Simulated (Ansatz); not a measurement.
Si₂W: random displacements

Level of theory: DFT PBEsol, scalar-relativistic, plane waves, PAW (Ansatz). The runs took a 420 eV cutoff, a Γ-centred 12×12×6 mesh and Gaussian smearing (0.15 eV). Spin–orbit coupling is left out, which can shift energies with elements as heavy as these. No spin polarisation. Energies are free energies at this smearing, counted from the undisturbed cell; pressure is positive in compression.

Reference structure (relaxed at this level; this form isn't the usual structure):

```
CELL_PARAMETERS angstrom
4.57609 0.00000 0.00000
-2.28804 3.96301 0.00000
0.00000 0.00000 6.60331
ATOMIC_POSITIONS crystal
Si 0.83618 0.67236 0.50000
Si 0.16382 0.83618 0.83333
Si 0.67236 0.83618 0.16667
Si 0.16382 0.32764 0.50000
Si 0.83618 0.16382 0.83333
Si 0.32764 0.16382 0.16667
W 0.00000 0.50000 0.16667
W 0.50000 0.50000 0.83333
W 0.50000 0.00000 0.50000
```

The atoms are displaced (Å, in the unstrained cell):

```csv
atom,ux,uy,uz
Si1,0.329,0.377,-0.190
Si2,-0.107,0.088,-0.453
Si3,-0.112,0.034,-0.314
Si4,-0.425,-0.241,-0.087
Si5,0.061,-0.015,-0.115
Si6,-0.218,0.034,-0.072
W7,0.009,0.132,0.300
W8,0.189,-0.157,0.676
W9,0.274,-0.252,0.255
```

The cell is not strained.

**Question.** What are the energy change, the stress and the forces?

**Answer.** ΔE = 1807.0 meV/atom; stress (xx, yy, zz, yz, xz, xy; compression positive) (36.43, 59.16, 80.59, -1.19, -13.76, 3.33) GPa.
```csv
atom,Fx (eV/Å),Fy,Fz
Si1,-4.53,-1.88,0.80
Si2,-1.14,-0.78,8.29
Si3,-2.11,8.61,9.22
Si4,6.43,7.25,0.84
Si5,0.73,1.82,4.18
Si6,-1.92,-9.87,12.60
W7,1.61,-2.86,-8.84
W8,3.47,1.61,-22.61
W9,-2.53,-3.89,-4.47
```

Cost: 1 run of about 0.92 core-minutes, on AMD EPYC 9R45 (Zen 5) (shared hosts).